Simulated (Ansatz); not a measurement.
An acoustic mirror alternates quarter-wave layers of high and low impedance; the larger the ratio, the fewer layers.

The yardstick is bcc W. Each row is paired with the reference. Frequency 2 GHz, 4 pairs, polycrystalline averages.

Computed with Ansatz, a plane-wave PAW program. density: PBEsol, relaxed cell; longitudinal speed: PBEsol, elastic tensor, Hill average.

Runs started from generated or typed cells of the structure named: bcc W; hcp Hf; hcp Co; hcp Mg. No claim is made that these are known or stable phases: hcp Al; Mg3CdO4 (Pm-3m, cP8). Over 15 meV/atom above the lowest phase of their formula at hand: hcp Al (35 meV/atom, r²SCAN+D4). Magnetic states: hcp Co ferromagnetic, the lowest of the collinear orders tried. Spin–orbit coupling is left out unless named.

| crystal | density (g/cm³) | v_l (km/s) |
|---|---|---|
| bcc W, reference | 19.45 | 5.23 |
| hcp Al | 2.75 | 6.27 |
| Mg3CdO4 (Pm-3m, cP8) | 4.89 | 7.45 |
| hcp Hf | 13.72 | 3.65 |
| hcp Co | 9.44 | 6.54 |
| hcp Mg | 1.79 | 5.98 |

Working rules: Z = ρ v_l; layer = v_l/4f; ratio = larger Z over smaller Z; isolation ≈ 20 × 4 × log₁₀(ratio), up to a constant set by the substrate.

Problem. From the table, find impedance, quarter wave, impedance ratio and isolation for hcp Mg.

Solution. 
- Z = 1.79 × 5.98 = 10.70 MRayl
- quarter wave: 5.98 km/s/(4 × 2 GHz) = 748 nm
- impedance ratio: larger of 10.70/101.72 and its inverse = 9.507
- isolation: 20 × 4 × log₁₀(9.507) = 78 dB

Problem. Which order results for impedance ratio (highest first)?

Solution. The same steps for every row:

```
crystal               impedance (MRayl)  quarter wave (nm)  impedance ratio  isolation (dB)
--------------------  -----------------  -----------------  ---------------  --------------
bcc W, reference                 101.72                654            1.000               0
hcp Al                            17.24                784            5.900              62
Mg3CdO4 (Pm-3m, cP8)              36.43                931            2.792              36
hcp Hf                            50.08                456            2.031              25
hcp Co                            61.74                818            1.648              17
hcp Mg                            10.70                748            9.507              78
```

In order of impedance ratio, highest first: hcp Mg (9.507 ± 0.30), hcp Al (5.900 ± 0.19), Mg3CdO4 (Pm-3m, cP8) (2.792 ± 0.088), hcp Hf (2.031 ± 0.064), hcp Co (1.648 ± 0.052). The ± follows from allowances picked for this note (density 1 %, longitudinal speed 3 %), carried to first order and added in quadrature, each row's own inputs moving alone; ≈ joins neighbours closer than their two ± added in quadrature.

Sputtered films are textured or amorphous and softer than these crystals; shear waves need a mirror of their own. Where several phases of a formula are at hand, those over 0.1 eV/atom above the lowest were not drawn (by r²SCAN where it compared them, else by the largest value; a layered or molecular lowest phase counts only with a dispersion term); other phases could lie lower still. Rows are a sample by related chemistry or structure, familiar materials first, kept where one row at least reaches a ratio of 2.5. Limits of the draw: impedance over 8 MRayl; for moduli and speeds, an anisotropy index under 2.5, no layered crystals; no unfamiliar magnets, and cubic perovskites only if shown or known to be stable. As a rule kept out of such tables: 4f compounds, open-shell compounds run without a Hubbard term, cells found unstable in the tests at hand, cells close to a higher symmetry, and runs set to a pressure or over 12 % in volume from the crystal's fullest run.
